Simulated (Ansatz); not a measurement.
NiSi (MnP type, space group Pnma)

```cif
data_Ni4Si4
_chemical_formula_sum 'Ni4 Si4'
_space_group_name_H-M_alt 'Pnma'
_space_group_IT_number 62
_space_group_name_Hall '-P 2ac 2n'
_cell_length_a 5.11890
_cell_length_b 3.34227
_cell_length_c 5.56343
_cell_angle_alpha 90.000
_cell_angle_beta 90.000
_cell_angle_gamma 90.000
loop_
_atom_site_label
_atom_site_type_symbol
_atom_site_symmetry_multiplicity
_atom_site_Wyckoff_symbol
_atom_site_fract_x
_atom_site_fract_y
_atom_site_fract_z
_atom_site_occupancy
Ni1 Ni 4 c 0.00768 0.25000 0.81126 1
Si1 Si 4 c 0.17882 0.25000 0.41658 1
```

E(V) scan at fixed shape, V₀ the volume above. The atoms relax within the cell's symmetry.

The numbers are results of r2SCAN (plane waves to 500 eV, PAW, scalar-relativistic; Ansatz, a first-principles code), not measurements. k mesh 9×14×9 (Γ-centred), Fermi-Dirac smearing 0.05 eV. E stands for the smeared free energy. Compression counts positive. NiSi is run without spin polarisation. NiSi was relaxed with its symmetry unable to fall. ΔE is measured from the relaxed starting cell.

Task: Estimate the ΔE (kJ/mol of atoms) and P (GPa) for V/V₀ = 0.893, 0.920, 0.947, 0.973, 1.027, 1.080, 1.107, 1.160.

Result: 
```csv
V/V₀,ΔE (kJ/mol of atoms),P (GPa)
0.893,9.2,26.7
0.920,4.9,18.4
0.947,2.1,11.3
0.973,0.5,5.2
1.027,0.4,-4.5
1.080,3.6,-11.7
1.107,6.1,-14.5
1.160,12.5,-18.9
```

(Under strain, the slope of the energy per volume gives the stress and its curvature an elastic modulus.)
